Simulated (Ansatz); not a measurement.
**As (A7)**

Computed with Ansatz (plane waves, PAW, 420 eV cutoff): PBE, scalar-relativistic, no spin polarisation, Γ-centred 14×14×14 mesh, 0.05 eV Gaussian smearing; PAW files: Ansatz's generated set soft_2.

```
CELL_PARAMETERS angstrom
1.90455 1.09959 3.61048
-1.90455 1.09959 3.61048
0.00000 -2.19919 3.61048
ATOMIC_POSITIONS crystal
As 0.22618 0.22618 0.22618
As 0.77382 0.77382 0.77382
```

Cell and atoms are those of this level's equilibrium.

Path: Γ–T–H2 | H0–L–Γ–S0 | S2–F–Γ, with Γ = (0.000, 0.000, 0.000), T = (0.500, 0.500, 0.500), H2 = (0.771, 0.229, 0.500), H0 = (0.500, -0.229, 0.229), L = (0.500, 0.000, 0.000), S0 = (0.364, -0.364, 0.000), S2 = (0.636, 0.000, 0.364), F = (0.500, 0.000, 0.500) in reciprocal vectors of the calculation's cell.

Problem. Is it a metal or an insulator, and if it has a gap, where are the band edges on this path?

Solution. A metal: bands cross the Fermi level.

Levels between -4 and 4 eV from the Fermi level at the path's named points:
| point | below E_F (eV) | above E_F (eV) |
| --- | --- | --- |
| Γ | -2.48 -1.92 -1.92 | 1.57 2.76 2.76 |
| T | -1.67 -1.67 -0.67 | 0.84 0.84 1.65 |
| H2 and H0 | -1.46 | 1.17 |
| L | -2.81 -2.75 -0.51 -0.33 | 0.36 1.41 |
| S0 and S2 | -3.42 -3.41 | 2.92 3.11 |
| F | -3.90 | 1.57 |

The structure is built of weakly bound bilayers, and this functional has no dispersion term, so their spacing and all that hangs on it (volume, the soft elastic constants, low modes, dielectric constants) are poorly given. The relaxed cell is 6 % larger in volume than the cell of this structure in the Crystallography Open Database (21.30 Å³/atom, 1969).
